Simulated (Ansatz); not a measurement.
# ZrRh3: how the energy converges with the cutoff

ZrRh3, P1, a = 3.958 Å, b = 3.919 Å, c = 3.886 Å, α, β, γ = 90.2°, 89.5°, 90.0°. Ansatz: PBEsol, PAW, cutoff varied, Γ-centred 8×8×8 mesh on 4 atoms, Gaussian smearing 0.10 eV; no spin polarisation. Single points at one geometry with displaced atoms, the cutoff alone changed; ΔE is the energy at zero smearing over the run at 600 eV. The runs up to 350 eV lie under the cutoff recommended for these PAW datasets.

```
cutoff (eV)  ΔE (meV/atom)
        200        8558.84
        250        1198.93
        300         133.41
        350          12.67
        420              ?
```

Task: Assume ΔE falls exponentially with the cutoff, fit y = ln ΔE against x, the cutoff in eV, to the other rows, and predict the missing value.

Result: y = 9.055, 7.089, 4.893, 2.539. Means x = 275.0, y = 5.8940; Σ(Δx)² = 12500, ΣΔxΔy = -543.6; the slope is their ratio. y = 17.85 − 0.04349 x, a factor of ten per 53 eV. At 420 eV this gives ΔE = 0.66 meV/atom. The run gave 1.68, a ratio of 0.39. Between neighbouring rows the decay runs from a factor of ten per 49 eV to one per 80 eV, so one exponential is only a rough guide.